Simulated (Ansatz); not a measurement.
TePt:
```cif
data_Pt2Te2
_chemical_formula_sum 'Pt2 Te2'
_space_group_name_H-M_alt 'Pmma'
_space_group_IT_number 51
_space_group_name_Hall '-P 2a 2a'
_cell_length_a 3.58727
_cell_length_b 3.52257
_cell_length_c 7.80293
_cell_angle_alpha 90.000
_cell_angle_beta 90.000
_cell_angle_gamma 90.000
loop_
_atom_site_label
_atom_site_type_symbol
_atom_site_symmetry_multiplicity
_atom_site_Wyckoff_symbol
_atom_site_fract_x
_atom_site_fract_y
_atom_site_fract_z
_atom_site_occupancy
Pt1 Pt 2 e 0.75000 0.00000 0.13855 1
Te1 Te 2 f 0.25000 0.50000 0.26486 1
```

Relaxed at zero pressure with DFT-r²SCAN in the program Ansatz with PAW potentials.

Task: The volume is raised by 6 % and shape and atoms relax at that volume. What pressure results, and how do the axes share the change?

Result: -0.7 GPa; a -0.2 %, b 0.3 %, c 5.9 %; the energy rises by 4 meV/atom.

Task: Give the new structure.

Result: 
Space group Pmma (No. 51); a = 3.5795 Å, b = 3.5333 Å, c = 8.2637 Å, α = 90.00°, β = 90.00°, γ = 90.00°

```
atom  site  symmetry       x       y       z
----  ----  --------  ------  ------  ------
Pt      2e       mm2  0.7500  0.0000  0.1317
Te      2f       mm2  0.2500  0.5000  0.2515
```

The phase is kept; no other phase was compared at this pressure.

The start of the workflow was typed in or built on a structure type; neither database checked (COD, Materials Project) lists it. COD files the formula under space group No. 166, 194, so this cell is another polymorph or a model. Whether it is the stable phase at ambient conditions was not checked. The r²SCAN relaxation kept the symmetry of its start; its stability against distortions is not shown here. The run is not spin-polarised. The volume moved by 26 % from the start of the relaxation. Scalar-relativistic: spin–orbit coupling is off unless named, which matters more the heavier the elements.

Potentials: the earlier of the program's two PAW sets.
